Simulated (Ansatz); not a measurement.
A distorted cell of Cu (fcc, Cu type):

```xyz
4
Lattice="3.5638 0.0000 0.0000 0.0000 3.5638 0.0000 0.0000 0.0000 3.5638" Properties=species:S:1:pos:R:3 pbc="T T T"
Cu     0.0000     0.0000     0.0000
Cu     1.7819     1.7819     0.0000
Cu     1.7819     0.0000     1.7819
Cu     0.3510     2.1329     2.1329
```

The numbers are results of PBEsol (plane waves to 420 eV, PAW, scalar-relativistic; Ansatz, a first-principles code), not measurements. k mesh 11×11×11 (Γ-centred), Fermi-Dirac smearing 0.05 eV. E stands for the smeared free energy. Compression counts positive. With partly filled bands, energies and forces of such displacements shift with the k mesh and the smearing. Cu is run without spin polarisation. Cu was relaxed with its symmetry unable to fall.

What forces act on the atoms (eV/Å, Cartesian)?


```
atom      Fx      Fy      Fz
----  ------  ------  ------
Cu1   -0.544   2.597   2.597
Cu2    2.597  -0.544   2.597
Cu3    2.597   2.597  -0.544
Cu4   -4.650  -4.650  -4.650
```

Give the stress tensor in GPa and the pressure.


```
   21.4      5.0      5.0
    5.0     21.4      5.0
    5.0      5.0     21.4
```
The pressure, a third of the trace, is 21.4 GPa.

In it atom 4 sits (0.351, 0.351, 0.351) Å away from its relaxed site. What is its energy relative to the relaxed cell?

1942 meV/cell.

(A displaced cell: forces are minus the slopes of the energy, force constants its curvatures, and phonons follow from these.)
